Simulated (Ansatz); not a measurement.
## TeAs: do energies and stresses tell the same story?

All numbers below come from DFT PBEsol+D3(BJ), scalar-relativistic, plane waves, PAW (Ansatz 0.2.0).

Plane waves to 420 eV, a k mesh through Γ of 12×12×12 on the computed 2-atom cell and Gaussian smearing (0.10 eV); no spin polarisation.

Relaxed cell: Fm-3m, a = 5.775 Å, b = 5.775 Å, c = 5.775 Å, α = 90.00°, β = 90.00°, γ = 90.00°, 2 atoms in the primitive cell. Whether it is the stable form of this composition wasn't checked.

Energies at zero smearing and pressures from the stress tensor, at volumes with shape and atoms relaxed:
```json
{"V (Å³/atom)": "21.185", "E − E(first) (meV/atom)": "0.00", "P (GPa)": "12.93"}
{"V (Å³/atom)": "21.907", "E − E(first) (meV/atom)": "-48.73", "P (GPa)": "8.89"}
{"V (Å³/atom)": "22.629", "E − E(first) (meV/atom)": "-80.76", "P (GPa)": "5.45"}
{"V (Å³/atom)": "23.351", "E − E(first) (meV/atom)": "-98.60", "P (GPa)": "2.50"}
{"V (Å³/atom)": "24.074", "E − E(first) (meV/atom)": "-104.17", "P (GPa)": "-0.04"}
{"V (Å³/atom)": "24.796", "E − E(first) (meV/atom)": "-99.10", "P (GPa)": "-2.22"}
{"V (Å³/atom)": "25.518", "E − E(first) (meV/atom)": "-84.87", "P (GPa)": "-4.07"}
{"V (Å³/atom)": "26.481", "E − E(first) (meV/atom)": "-54.01", "P (GPa)": "-6.10"}
```

Q: Check P = −dE/dV between neighbouring volumes, and get the bulk modulus from the pressures alone.

A: With 1 eV/Å³ = 160.2 GPa:
```tsv
middle V (Å³/atom)	−ΔE/ΔV (GPa)	mean P (GPa)
21.546	10.810	10.908
22.268	7.106	7.171
22.990	3.957	3.977
23.712	1.236	1.232
24.435	-1.124	-1.128
25.157	-3.158	-3.145
25.999	-5.134	-5.086
```

The two differ by 0.10 GPa at most. The mean of two end pressures misses the average over a step by about ΔV² P″/12, up to 0.05 GPa here; with that taken off 0.05 GPa remains. The stress is the derivative of the free energy, not of the energy at zero smearing, and with free energies 0.01 GPa remains. Around V = 24.074 Å³/atom, the two neighbours give B = −V ΔP/ΔV = 24.074 × 4.72 / 1.444 = 78.7 GPa, against B0 = 78.1 GPa from the Birch–Murnaghan fit of the energies.

Cost: 9 runs of about 0.94 core-minutes in all, on Arm Neoverse V2 (shared hosts).